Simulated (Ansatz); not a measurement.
Computed with DFT, BLYP, plane waves (420 eV) with PAW, scalar-relativistic (Ansatz 0.2.0). (PAW data from PBE, frozen cores regenerated.)

An element in the bcc structure gives this curve. The cell is scaled uniformly from the relaxed one, with fractional coordinates and shape fixed. Energies are extrapolated to zero smearing, pressures are those at the given smearing. Magnetic state: spin not included.

| V (Å³/atom) | E − E₀ (meV/atom) | P (GPa) |
| --- | --- | --- |
| 35.812 | 52.1 | 3.90 |
| 37.440 | 21.0 | 2.39 |
| 39.068 | 4.3 | 1.09 |
| 40.696 | 0.0 | -0.03 |
| 42.324 | 6.4 | -0.97 |
| 43.952 | 21.8 | -1.76 |
| 45.579 | 44.7 | -2.43 |

Question: Which element is it?
A. sodium
B. calcium
C. lead
D. lanthanum

Answer: D. Its fit is V₀ = 40.49 Å³/atom, B₀ = 26 GPa, B₀′ = 3.0.
